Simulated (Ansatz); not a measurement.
Calculation for TiTe (rocksalt type): DFT, LDA, PAW with Ansatz's default frozen-core files, scalar-relativistic (Ansatz 0.2.0). This run: cell relaxed at zero pressure.

The start is a guessed cell of a prototype that needn't be stable.

Command: `ansatz run input.yaml --threads 1 --pin off --max-ram 2048MiB --backend cpu --events-out ev --progress --plain --runs-dir out` It took 15 s on 1 thread of Arm Neoverse V2, on a shared host, peak memory 0.36 GiB.

```yaml
crystal:
  lattice:
    - [0.0, 2.7833772678, 2.7833772678]
    - [2.7833772678, 0.0, 2.7833772678]
    - [2.7833772678, 2.7833772678, 0.0]
  atoms:
    - { symbol: Ti, position: [0.0, 0.0, 0.0] }
    - { symbol: Te, position: [0.5, 0.5, 0.5] }
kpoints:
  mp_grid: { grid: [12, 12, 12] }
scf:
  occupations: { method: fermi_dirac, width: 0.05 }
hamiltonian:
  xc: lda
  pseudopotentials: { kind: paw }
output:
  forces: true
  stress: true
relax:
  f_tol: 0.005
  max_steps: 40
  cell: {}
```

Output:

```
Engine: ansatz 0.2.0
Pseudopotentials: kind: paw
Pseudopotential: Ti, paw, valence charge 12, recommended cutoff 420 eV (normal), Ti.paw.azcp
Pseudopotential: Te, paw, valence charge 16, recommended cutoff 420 eV (normal), Te.paw.azcp
Functional definition: SPW92
  exchange = slater_x
  correlation = pw_c
Crystal: 2 atoms, lattice volume = 43.127 Å³
Basis set: ecut = 420 eV, 869 PW (Γ)
Bands: 18, of which v1, the nominal top of the filled ones, is band 14 counted from 1 (13 counted from 0)
Symmetry: 48 space group operations
Space group: Fm-3m (ITA 225), of the structure as read, at distance tolerance 3.5e-5 Å
k-points: 72 of 1728
Non-local potential: Ti, projectors of the file, l = 0: 3, l = 1: 2, l = 2: 3, l = 3: 1
Non-local potential: Te, projectors of the file, l = 0: 2, l = 1: 2, l = 2: 2, l = 3: 2
PAW form: soft (Blöchl's): semilocal exchange-correlation on the pseudo side does not see the compensation charge
PAW frozen core: Ti, regenerated for the run's functional, and the local potential with it (the file was generated under x = pbe(κ = 0.804, μ = 0.2195149727645171), c = pbe(β = 0.06672455060314922))
PAW frozen core: Te, regenerated for the run's functional, and the local potential with it (the file was generated under x = pbe(κ = 0.804, μ = 0.2195149727645171), c = pbe(β = 0.06672455060314922))
PAW one-centre angular grid: Ti, 590 points (default); XC on 64 Gauss nodes
PAW one-centre angular grid: Te, 590 points (default); XC on 64 Gauss nodes
Initial density: superposition of atomic densities (neutral atoms: chi_scale 0, normalization atom), corrected by the library's trained network
Initial wavefunctions: pseudopotential atomic-orbital guess
Functional: x = slater, c = lda
SCF iter   1: F=—  HF=-9278.323570 eV  |F-HF|=—  |Δ(HF+E_count)|=         —  Δρ=6.98e-3  dr2=1.26e-2  ethr=1.77e-3  ⟨swp⟩=5.7  Hψ=14374  notcnv=0  defer=1
automatic band count: the SCF goes on with 22 bands, as 18 were too few: the levels above may hold too much charge
preconditioner: auto → Kerker (q_TF=auto, 2.539 Å⁻¹)  [metal: Δε(μ)=0.009 eV  Ē_g=9.181 eV  σ=0.050 eV  W_gap=0.05  n_scr=14 (ndim 8)  ℏωp=17.9 eV  f_vac=0.000  D(μ)=2.94/eV (n_scr^D=26)]
SCF iter   2: F=—  HF=-9278.320399 eV  |F-HF|=—  |Δ(HF+E_count)|=   3.17e-3  Δρ=3.84e-3  dr2=3.99e-3  ethr=4.51e-5  ⟨swp⟩=2.0  Hψ=2507  notcnv=0  defer=35
SCF iter   3: F=—  HF=-9278.319517 eV  |F-HF|=—  |Δ(HF+E_count)|=   8.82e-4  Δρ=5.29e-4  dr2=1.80e-4  ethr=1.43e-5  ⟨swp⟩=2.9  Hψ=2646  notcnv=0  defer=35
SCF iter   4: F=—  HF=-9278.319466 eV  |F-HF|=—  |Δ(HF+E_count)|=   5.13e-5  Δρ=2.38e-4  dr2=1.69e-5  ethr=6.42e-7  ⟨swp⟩=2.0  Hψ=2479  notcnv=0  defer=35
SCF iter   5: F=—  HF=-9278.319441 eV  |F-HF|=—  |Δ(HF+E_count)|=   2.48e-5  Δρ=6.98e-5  dr2=3.23e-6  ethr=6.04e-8  ⟨swp⟩=2.0  Hψ=2398  notcnv=0  defer=35
SCF iter   6: F=—  HF=-9278.319440 eV  |F-HF|=—  |Δ(HF+E_count)|=   6.23e-7  Δρ=2.22e-5  dr2=1.93e-7  ethr=1.15e-8  ⟨swp⟩=2.4  Hψ=2534  notcnv=0  defer=35
SCF iter   7: F=-9278.319440 eV  HF=-9278.319440 eV  |F-HF|=3.06e-8  |Δ(HF+E_count)|=   3.29e-8  Δρ=8.46e-6  dr2=2.47e-8  ethr=3.57e-10  ⟨swp⟩=4.9  Hψ=5051  notcnv=0
SCF 1 converged in 7 iterations: F = -9278.319440 eV  dr2 = 2.47e-8
  greatest PAW one-centre occupation: 0.999 electrons in one spin orbital (limit 2), on the Te atom at site 1 (counted from 0), in its partial waves of l = 2
relax step   1: F+E_penalty+E_count = -9278.31944028 eV  Δ(F+E_penalty+E_count) = +0.000e0 eV  max|allowed force component| = 7.310e-29 eV/Å  Δτ_max = 0.0000 Å  P = -2.634 GPa  Ω = 43.127 Å³  (7 SCF iters, dr2 threshold 1.00e-7 eV, accepted)
Crystal: 2 atoms, lattice volume = 40.474 Å³
Basis set: ecut = 420 eV, 749 PW (Γ)
Bands: 22, of which v1, the nominal top of the filled ones, is band 14 counted from 1 (13 counted from 0)
Initial density: handed on by an earlier stage of this run
Initial wavefunctions: those handed on with the density
iter 1 solved again at ethr=6.78e-5 eV; its pass at ethr=3.10e-3 eV (dr2=1.90e-2 eV) is discarded
SCF iter   1: F=—  HF=-9278.320405 eV  |F-HF|=—  |Δ(HF+E_count)|=         —  Δρ=4.95e-3  dr2=1.91e-2  ethr=6.78e-5  ⟨swp⟩=1.5  Hψ=8931  notcnv=0
preconditioner: auto → Kerker (q_TF=auto, 2.566 Å⁻¹)  [metal: Δε(μ)=0.022 eV  Ē_g=9.526 eV  σ=0.050 eV  W_gap=0.11  n_scr=14 (ndim 8)  ℏωp=18.5 eV  f_vac=0.000  D(μ)=2.65/eV (n_scr^D=26)]
SCF iter   2: F=—  HF=-9278.317965 eV  |F-HF|=—  |Δ(HF+E_count)|=   2.44e-3  Δρ=3.05e-3  dr2=7.76e-3  ethr=6.78e-5  ⟨swp⟩=2.0  Hψ=1827  notcnv=0
SCF iter   3: F=—  HF=-9278.316167 eV  |F-HF|=—  |Δ(HF+E_count)|=   1.80e-3  Δρ=3.96e-4  dr2=1.03e-4  ethr=2.77e-5  ⟨swp⟩=1.3  Hψ=1644  notcnv=0
SCF iter   4: F=—  HF=-9278.316167 eV  |F-HF|=—  |Δ(HF+E_count)|=   5.59e-8  Δρ=1.03e-4  dr2=2.66e-6  ethr=3.67e-7  ⟨swp⟩=2.0  Hψ=1930  notcnv=0
iter 5 did not close the SCF: its close was put off for the readings that it lacked (scf_convergence_deferred on its scf_iter line)
SCF iter   5: F=-9278.316167 eV  HF=-9278.316167 eV  |F-HF|=5.22e-8  |Δ(HF+E_count)|=   3.06e-8  Δρ=1.78e-5  dr2=1.68e-7  ethr=9.52e-9  ⟨swp⟩=2.1  Hψ=1885  notcnv=0
SCF iter   6: F=-9278.316167 eV  HF=-9278.316167 eV  |F-HF|=3.78e-9  |Δ(HF+E_count)|=   4.35e-9  Δρ=4.32e-6  dr2=7.53e-9  ethr=5.99e-10  ⟨swp⟩=2.2  Hψ=5470  notcnv=0
SCF 2 converged in 6 iterations: F = -9278.316167 eV  dr2 = 7.53e-9
relax step   2: F+E_penalty+E_count = -9278.31616710 eV  Δ(F+E_penalty+E_count) = +3.273e-3 eV  max|allowed force component| = 4.240e-30 eV/Å  Δτ_max = 0.0000 Å  P = +3.461 GPa  Ω = 40.474 Å³  energy of the carried Pulay correction = +7.045e-4 eV  (6 SCF iters, dr2 threshold 2.00e-7 eV, rejected (line search))
Crystal: 2 atoms, lattice volume = 41.939 Å³
iter 1 solved again at ethr=2.42e-5 eV; its pass at ethr=3.10e-3 eV (dr2=6.78e-3 eV) is discarded
SCF iter   1: F=—  HF=-9278.331832 eV  |F-HF|=—  |Δ(HF+E_count)|=         —  Δρ=2.87e-3  dr2=6.75e-3  ethr=2.42e-5  ⟨swp⟩=1.9  Hψ=9020  notcnv=0
preconditioner: auto → Kerker (q_TF=auto, 2.551 Å⁻¹)  [metal: Δε(μ)=0.009 eV  Ē_g=9.353 eV  σ=0.050 eV  W_gap=0.05  n_scr=14 (ndim 8)  ℏωp=18.1 eV  f_vac=0.000  D(μ)=2.79/eV (n_scr^D=26)]
SCF iter   2: F=—  HF=-9278.330972 eV  |F-HF|=—  |Δ(HF+E_count)|=   8.60e-4  Δρ=1.76e-3  dr2=2.73e-3  ethr=2.41e-5  ⟨swp⟩=1.0  Hψ=1584  notcnv=0
SCF iter   3: F=—  HF=-9278.330345 eV  |F-HF|=—  |Δ(HF+E_count)|=   6.27e-4  Δρ=2.24e-4  dr2=3.18e-5  ethr=9.74e-6  ⟨swp⟩=1.4  Hψ=1634  notcnv=0
[... lines left out ...]
SCF iter   6: F=-9278.330401 eV  HF=-9278.330401 eV  |F-HF|=3.64e-12  |Δ(HF+E_count)|=  1.09e-11  Δρ=1.87e-7  dr2=1.54e-11  ethr=1.00e-12  ⟨swp⟩=1.0  Hψ=4490  notcnv=0
SCF 4 converged in 6 iterations: F = -9278.330401 eV  dr2 = 1.54e-11
relax step   4: F+E_penalty+E_count = -9278.33040116 eV  Δ(F+E_penalty+E_count) = -5.516e-5 eV  max|allowed force component| = 7.593e-30 eV/Å  Δτ_max = 0.0000 Å  P = +0.008 GPa  Ω = 41.864 Å³  energy of the carried Pulay correction = +3.298e-4 eV  (6 SCF iters, dr2 threshold 6.41e-8 eV, accepted)
Initial wavefunctions: pseudopotential atomic-orbital guess (no wavefunctions were taken with the density)
iter 1 solved again at ethr=1.35e-7 eV; its pass at ethr=3.10e-3 eV (dr2=3.78e-5 eV) is discarded
SCF iter   1: F=—  HF=-9278.330088 eV  |F-HF|=—  |Δ(HF+E_count)|=         —  Δρ=3.30e-5  dr2=6.70e-8  ethr=1.35e-7  ⟨swp⟩=2.6  Hψ=11329  notcnv=0
preconditioner: auto → Kerker (q_TF=auto, 2.551 Å⁻¹)  [metal: Δε(μ)=0.010 eV  Ē_g=9.345 eV  σ=0.050 eV  W_gap=0.05  n_scr=14 (ndim 8)  ℏωp=18.1 eV  f_vac=0.000  D(μ)=2.80/eV (n_scr^D=26)]
SCF iter   2: F=—  HF=-9278.330088 eV  |F-HF|=—  |Δ(HF+E_count)|=   3.34e-7  Δρ=1.72e-5  dr2=2.41e-8  ethr=2.39e-10  ⟨swp⟩=2.1  Hψ=2583  notcnv=0
SCF iter   3: F=—  HF=-9278.330088 eV  |F-HF|=—  |Δ(HF+E_count)|=   4.30e-9  Δρ=3.67e-6  dr2=3.62e-9  ethr=8.62e-11  ⟨swp⟩=2.0  Hψ=2032  notcnv=0
SCF iter   4: F=—  HF=-9278.330088 eV  |F-HF|=—  |Δ(HF+E_count)|=  7.04e-10  Δρ=3.80e-7  dr2=4.78e-11  ethr=1.29e-11  ⟨swp⟩=1.4  Hψ=1628  notcnv=0
iter 5 did not close the SCF: its close was put off for the readings that it lacked (scf_convergence_deferred on its scf_iter line)
SCF iter   5: F=-9278.330088 eV  HF=-9278.330088 eV  |F-HF|=3.64e-12  |Δ(HF+E_count)|=  1.27e-11  Δρ=7.40e-8  dr2=2.59e-12  ethr=1.00e-12  ⟨swp⟩=1.6  Hψ=1699  notcnv=0
SCF iter   6: F=-9278.330088 eV  HF=-9278.330088 eV  |F-HF|=3.64e-12  |Δ(HF+E_count)|=  3.64e-12  Δρ=1.32e-8  dr2=8.46e-14  ethr=1.00e-12  ⟨swp⟩=4.1  Hψ=5827  notcnv=0
SCF 5 converged in 6 iterations: F = -9278.330088 eV  dr2 = 8.46e-14
relax step   5: F+E_penalty+E_count = -9278.33008804 eV  Δ(F+E_penalty+E_count) = +3.131e-4 eV  max|allowed force component| = 6.360e-30 eV/Å  Δτ_max = 0.0000 Å  P = +0.004 GPa  Ω = 41.864 Å³  stress off target by 4.00e-3 GPa  SCF on the basis re-selected at this cell (its energy is not comparable with the rows above)  (6 SCF iters)
basis re-selected at this cell: Δ(F+E_penalty+E_count) = +3.131e-4 eV, ΔP = -0.004 GPa vs the last step (what re-selecting the basis moved, of the pressure what is left beyond the Pulay correction that the steps carried, after the strain that the cell walked since its last selection, with what the two solves' SCF thresholds leave and, on support functions, any second-order correction that the steps lacked; it is no measure of the basis error at this ecutwfc). This SCF's stress stands 4.00e-3 GPa from its target on what of the cell is left free (relax.cell.stress_tol is 5.00e-2 GPa) and its largest allowed force component is 6.36e-30 eV/Å (relax.f_tol is 5.00e-3 eV/Å): within both
SCF converged after 6 iterations
Free energy (F): -9278.330088 eV
Harris-Foulkes:  -9278.330088 eV  (|F-HF|=3.64e-12)
Internal energy: -9278.306793 eV  (E = F + TS)
E sigma→0 (E₀):  -9278.318440 eV
Entropy (-TS):   -0.023296 eV (-11.648 meV/atom)
Fermi energy:    14.200654 eV
--- Per-component energies (eV) ---
  E_band       = -349.282163
  E_kinetic    = 458.389233
  E_local      = -1813.499264  (includes V_loc(G=0)·N_el)
  E_nonlocal   = -289.235381
  E_hartree    = 1040.684286
  E_xc         = -222.029999
  E_vxc        = -228.575474  (∫ρ·V_xc dr)
  E_paw        = -5511.450991  (= ΣΔE_a)
  E_vpaw       = -557.729756  (= ΣTr[D̂ρ^β])
  E_aug_tail   = -0.000110  (compensation charges beyond the density's cutoff)
  E_ewald      = -2942.169179
  E_core_change = 1.004612  (= ΣΔE_core)
  E_smearing   = -0.023296  (= −TS)
  E_closure    = 0.000000  (closes the sum)
  Σ components = -9278.330088   (vs F -9278.330088, Δ=0.00e0)
--- Forces (eV/Å), atoms counted from 1 ---
  atom   1  Ti     0.00000000    -0.00000000     0.00000000
  atom   2  Te     0.00000000    -0.00000000    -0.00000000
  max |Σ_I F_I| component: 1.25e-29 eV/Å
--- Stress (GPa, compression-positive) ---
        0.004000      -0.000000      -0.000000
       -0.000000       0.004000      -0.000000
       -0.000000      -0.000000       0.004000
  P = ⅓ Tr σ = 0.0040 GPa (0.040 kbar)
--- Relaxed structure (4 steps of the walk, 3 accepted, 1 SCFs on fresh bases) ---
  F+E_penalty+E_count = -9278.33008804 eV   max|allowed force component| = 6.360e-30 eV/Å   (the final SCF, on the basis selected at the relaxed cell)
  cell:  # Å, volume = 41.8640 Å³
    - [-2.7960854030514556e-33, 2.7559423007396893, 2.7559423007396893]
    - [2.7559423007396893, -1.4267041692107654e-33, 2.7559423007396893]
    - [2.7559423007396893, 2.7559423007396893, -1.1655663525248663e-33]
  atoms:
    - { symbol: Ti, position: [2.097719079946495e-47, -2.753256292429775e-47, -2.491041407436463e-47] }
    - { symbol: Te, position: [0.5, 0.5, 0.5] }
```

Next run (the series' base cell), as changes to the input before:

```diff
   lattice:
-    - [0.0, 2.7833772678, 2.7833772678]
-    - [2.7833772678, 0.0, 2.7833772678]
-    - [2.7833772678, 2.7833772678, 0.0]
+    - [0.0, 2.7559423007, 2.7559423007]
+    - [2.7559423007, 0.0, 2.7559423007]
+    - [2.7559423007, 2.7559423007, 0.0]
   atoms:
   mp_grid: { grid: [12, 12, 12] }
+  band_path:
+    path:
+      - [0.0, 0.0, 0.0]
+      - [0.5, 0.0, 0.5]
+      - [0.625, 0.25, 0.625]
+      - [0.375, 0.375, 0.75]
+      - [0.0, 0.0, 0.0]
+      - [0.5, 0.5, 0.5]
+      - [0.5, 0.25, 0.75]
+      - [0.5, 0.0, 0.5]
+    npoints: 8
 scf:
   stress: true
-relax:
-  f_tol: 0.005
-  max_steps: 40
-  cell: {}
+  eigenvalues: true
+  populations: true
+  dos: { projected: true, de: 0.2, e_range: [-14, 8] }
+  write_density: true
+  write_potential: true
+  elf: true
+  volumetric_format: npy
```

Results part of the output:

```
SCF 1 converged in 7 iterations: F = -9278.330088 eV  dr2 = 5.41e-9
  greatest PAW one-centre occupation: 0.999 electrons in one spin orbital (limit 2), on the Te atom at site 1 (counted from 0), in its partial waves of l = 2
NSCF: frozen V_eff on 57 k-points
SCF converged after 7 iterations
Free energy (F): -9278.330088 eV
Harris-Foulkes:  -9278.330088 eV  (|F-HF|=4.22e-9)
Internal energy: -9278.306793 eV  (E = F + TS)
E sigma→0 (E₀):  -9278.318440 eV
Entropy (-TS):   -0.023295 eV (-11.648 meV/atom)
Fermi energy:    14.200672 eV
--- Per-component energies (eV) ---
  E_band       = -349.280144
  E_kinetic    = 458.389320
  E_local      = -1813.497459  (includes V_loc(G=0)·N_el)
  E_nonlocal   = -289.235642
  E_hartree    = 1040.682453
  E_xc         = -222.030080
  E_vxc        = -228.575585  (∫ρ·V_xc dr)
  E_paw        = -5511.450707  (= ΣΔE_a)
  E_vpaw       = -557.729099  (= ΣTr[D̂ρ^β])
  E_aug_tail   = -0.000110  (compensation charges beyond the density's cutoff)
  E_ewald      = -2942.169179
  E_core_change = 1.004612  (= ΣΔE_core)
  E_smearing   = -0.023295  (= −TS)
  E_closure    = 0.000000  (closes the sum)
  Σ components = -9278.330088   (vs F -9278.330088, Δ=0.00e0)
--- Forces (eV/Å), atoms counted from 1 ---
  atom   1  Ti    -0.00000000    -0.00000000     0.00000000
  atom   2  Te     0.00000000    -0.00000000    -0.00000000
  max |Σ_I F_I| component: 3.26e-29 eV/Å
--- Stress (GPa, compression-positive) ---
        0.004031       0.000000       0.000000
        0.000000       0.004031       0.000000
        0.000000       0.000000       0.004031
  P = ⅓ Tr σ = 0.0040 GPa (0.040 kbar)
--- Band table (eV; the first three rows and the last of 72) ---
  k-point 0: bands = ["-42.7915", "-23.5508", "-23.5508", "-23.5154", "-23.5154", "-23.5154", "-19.3998", "-19.3998", "-19.3998", "0.0180", "13.0179", "13.0179", "13.0179", "13.3605", "13.3605", "13.3605", "13.7054", "13.7054", "18.0706", "20.9668", "23.2527", "23.2527"]
  k-point 1: bands = ["-42.7913", "-23.5515", "-23.5515", "-23.5153", "-23.5151", "-23.5151", "-19.4030", "-19.3989", "-19.3989", "0.1017", "12.0960", "12.3922", "12.3922", "13.4751", "13.4751", "13.7818", "14.3593", "14.3593", "18.5446", "20.8989", "23.0719", "23.0719"]
  k-point 2: bands = ["-42.7907", "-23.5533", "-23.5533", "-23.5152", "-23.5143", "-23.5143", "-19.4118", "-19.3963", "-19.3963", "0.3448", "10.7480", "11.6553", "11.6553", "13.6578", "13.6578", "14.0237", "15.3200", "15.3200", "19.2045", "20.9106", "22.3518", "22.3518"]
  k-point 71: bands = ["-42.7875", "-23.5557", "-23.5493", "-23.5127", "-23.5127", "-23.5068", "-19.4278", "-19.4278", "-19.4057", "1.9387", "8.8652", "8.8652", "9.4810", "14.3907", "14.3907", "14.7118", "15.0303", "15.4172", "20.5721", "20.9620", "21.5622", "21.5622"]
--- Löwdin populations: 2 sites ---
  site symbol       q [e]
     0     Ti     11.7063
     1     Te     16.1232
  spilling = 0.006091 (of n_electrons = 28.000000)
```

Next run (volume at 0.92 of the series' base cell), as changes to the input before:

```diff
   lattice:
-    - [0.0, 2.7559423007, 2.7559423007]
-    - [2.7559423007, 0.0, 2.7559423007]
-    - [2.7559423007, 2.7559423007, 0.0]
+    - [0.0, 2.6803986874, 2.6803986874]
+    - [2.6803986874, 0.0, 2.6803986874]
+    - [2.6803986874, 2.6803986874, 0.0]
   atoms:
   mp_grid: { grid: [12, 12, 12] }
-  band_path:
-    path:
-      - [0.0, 0.0, 0.0]
-      - [0.5, 0.0, 0.5]
-      - [0.625, 0.25, 0.625]
-      - [0.375, 0.375, 0.75]
-      - [0.0, 0.0, 0.0]
-      - [0.5, 0.5, 0.5]
-      - [0.5, 0.25, 0.75]
-      - [0.5, 0.0, 0.5]
-    npoints: 8
 scf:
   populations: true
-  dos: { projected: true, de: 0.2, e_range: [-14, 8] }
-  write_density: true
-  write_potential: true
-  elf: true
-  volumetric_format: npy
```

Results part of the output:

```
SCF 1 converged in 7 iterations: F = -9278.237939 eV  dr2 = 3.28e-9
  greatest PAW one-centre occupation: 0.999 electrons in one spin orbital (limit 2), on the Te atom at site 1 (counted from 0), in its partial waves of l = 2
SCF converged after 7 iterations
Free energy (F): -9278.237939 eV
Harris-Foulkes:  -9278.237939 eV  (|F-HF|=1.76e-10)
Internal energy: -9278.218149 eV  (E = F + TS)
E sigma→0 (E₀):  -9278.228044 eV
Entropy (-TS):   -0.019789 eV (-9.895 meV/atom)
Fermi energy:    15.700907 eV
--- Per-component energies (eV) ---
  E_band       = -310.022542
  E_kinetic    = 462.369069
  E_local      = -1689.522319  (includes V_loc(G=0)·N_el)
  E_nonlocal   = -289.012554
  E_hartree    = 997.581267
  E_xc         = -223.677735
  E_vxc        = -230.721210  (∫ρ·V_xc dr)
  E_paw        = -5511.869911  (= ΣΔE_a)
  E_vpaw       = -558.297886  (= ΣTr[D̂ρ^β])
  E_aug_tail   = -0.000118  (compensation charges beyond the density's cutoff)
  E_ewald      = -3025.090459
  E_core_change = 1.004612  (= ΣΔE_core)
  E_smearing   = -0.019789  (= −TS)
  E_closure    = 0.000000  (closes the sum)
  Σ components = -9278.237939   (vs F -9278.237939, Δ=0.00e0)
--- Forces (eV/Å), atoms counted from 1 ---
  atom   1  Ti    -0.00000000     0.00000000     0.00000000
  atom   2  Te     0.00000000    -0.00000000     0.00000000
  max |Σ_I F_I| component: 3.12e-29 eV/Å
--- Stress (GPa, compression-positive) ---
        9.495954      -0.000000      -0.000000
        0.000000       9.495954       0.000000
        0.000000       0.000000       9.495954
  P = ⅓ Tr σ = 9.4960 GPa (94.960 kbar)
--- Band table (eV; the first three rows and the last of 72) ---
  k-point 0: bands = ["-41.1666", "-22.1886", "-22.1886", "-22.1443", "-22.1443", "-22.1443", "-17.7973", "-17.7973", "-17.7973", "1.0123", "14.6713", "14.6713", "14.6713", "14.7197", "14.7197", "14.7197", "15.1582", "15.1582", "20.4963", "22.3571", "25.2982", "25.2982"]
  k-point 1: bands = ["-41.1662", "-22.1896", "-22.1896", "-22.1442", "-22.1439", "-22.1439", "-17.8021", "-17.7958", "-17.7958", "1.1074", "13.5734", "13.8739", "13.8739", "14.8622", "14.8622", "15.2994", "15.9728", "15.9728", "20.9663", "22.3781", "25.0680", "25.0944"]
  k-point 2: bands = ["-41.1652", "-22.1927", "-22.1927", "-22.1441", "-22.1427", "-22.1427", "-17.8152", "-17.7916", "-17.7916", "1.3845", "12.1417", "13.0499", "13.0499", "15.0632", "15.0632", "15.5627", "17.0509", "17.0509", "21.3688", "22.7504", "24.3317", "24.3317"]
  k-point 71: bands = ["-41.1601", "-22.1965", "-22.1857", "-22.1406", "-22.1406", "-22.1319", "-17.8384", "-17.8384", "-17.8047", "3.2217", "10.0445", "10.0445", "10.7387", "15.9101", "15.9101", "16.3338", "16.6384", "17.1579", "22.8474", "23.0406", "23.4567", "23.4567"]
--- Löwdin populations: 2 sites ---
  site symbol       q [e]
     0     Ti     11.7966
     1     Te     16.0240
  spilling = 0.006408 (of n_electrons = 28.000000)
```

Spin–orbit coupling is left out, which matters for the heavy atoms. The PAW files were made under PBE.
